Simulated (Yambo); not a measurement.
## BaTiO3: sweep of GW parameters

G0W0@PBEsol for BaTiO$_{3}$ (cubic perovskite, space group Pm-3m, No. 221) in Yambo. Reference settings: 4×4×4 Γ-centred k mesh, bands 2 to 125 and a 8 Ry block in the screening, 125 bands in G with the Bruneval-Gonze terminator, plasmon pole fitted at 27.2 eV. The PBEsol gap R → Γ on this mesh is 1.78 eV; G0W0 gaps are taken between the same points.

| change from the reference | G0W0 gap R → Γ (eV) | shift of the valence edge (eV) | rough Yambo cost |
|---|---|---|---|
| reference settings | 3.20 | -0.27 | 1 |
| 51 bands in G | 3.15 | -0.25 | – |
| wavefunctions cut at 25 Ry | 3.31 | -0.22 | about 1/3 |
| no point-group symmetry | 3.21 | -0.28 | about 3× |
| 51 bands in G, no terminator | 3.24 | 0.48 | – |
| no terminator | 3.30 | -0.06 | – |

The reference isn't shown to be the converged limit. Costs are rough (shared machines), scaled to the same edge states, and given only for runs that recompute the screening.

The cell is held in this high symmetry; tilts and polar distortions were not searched.

Geometry of the Materials Project entry, not relaxed at this level; primitive cell a = 4.0077 Å, b = 4.0077 Å, c = 4.0077 Å, α = 90.00°, β = 90.00°, γ = 90.00°.

This is not the ordinary phase of the substance.

A shift is the quasiparticle energy of the state minus its PBEsol energy.
